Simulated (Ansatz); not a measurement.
CdS:
```xyz
4
Lattice="4.1641 0.0000 0.0000 -2.0821 3.6063 0.0000 0.0000 0.0000 6.7658" Properties=species:S:1:pos:R:3 pbc="T T T"
Cd     2.0821     1.2021     0.0073
Cd     0.0000     2.4042     3.3902
S      2.0821     1.2021     4.2227
S      0.0000     2.4042     0.8398
```

Cartesian axes are those of the cell as given.

Give the high-frequency dielectric tensor and the Born effective charge tensors of the independent atoms from DFPT, r²SCAN in the plane-wave PAW code Ansatz.


ε∞:
```
5.38  0.00  0.00
0.00  5.38  0.00
0.00  0.00  5.46
```
Z* of atom 1 (Cd), rows: field, columns: displacement, in e:
```
2.15  0.00  0.00
0.00  2.15  0.00
0.00  0.00  2.23
```
Z* of atom 3 (S), rows: field, columns: displacement, in e:
```
-2.15   0.00   0.00
 0.00  -2.15   0.00
 0.00   0.00  -2.23
```

Static charges for comparison (Bader): Cd1 +0.95, S3 -0.95 e. Born charges measure polarisation by displacement and can exceed these by far.

Space group P6_3mc (wurtzite). The cell was relaxed with r²SCAN under the symmetry of its start; phonons on a q-mesh show no instability. Spin–orbit coupling is left out wherever it is not named.

Potentials: the later of the program's two PAW sets.
